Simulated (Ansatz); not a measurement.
An elastic tensor (GPa, Voigt order, standard axes) from the program Ansatz at the r²SCAN level (PAW):

```tsv
	1	2	3	4	5	6
1	465	81.9	150	0.0	0.0	0.0
2	81.9	465	150	0.0	0.0	0.0
3	150	150	447	0.0	0.0	0.0
4	0.0	0.0	0.0	156	0.0	0.0
5	0.0	0.0	0.0	0.0	156	0.0
6	0.0	0.0	0.0	0.0	0.0	192
```

### Question
Pick the material that matches.
A. Si, P6_422 (Si on 3c)
B. Si, P6_3/mmc (Si on 4f, Si on 4e)
C. Si2W, P6_222 (Si on 6j, W on 3d)
D. SiGe, wurtzite

### Answer
C, Si2W, P6_222 (Si on 6j, W on 3d)

The workflow started from a Materials Project entry (that database holds measured and hypothetical structures alike); the Crystallography Open Database copy checked does not list it. It is not the phase usual at ambient conditions (space group No. 139). The r²SCAN relaxation kept the symmetry of its start; phonons on a q-mesh show no instability. The run is not spin-polarised. Spin–orbit coupling is left out wherever it is not named.

Potentials: the later of the program's two PAW sets.
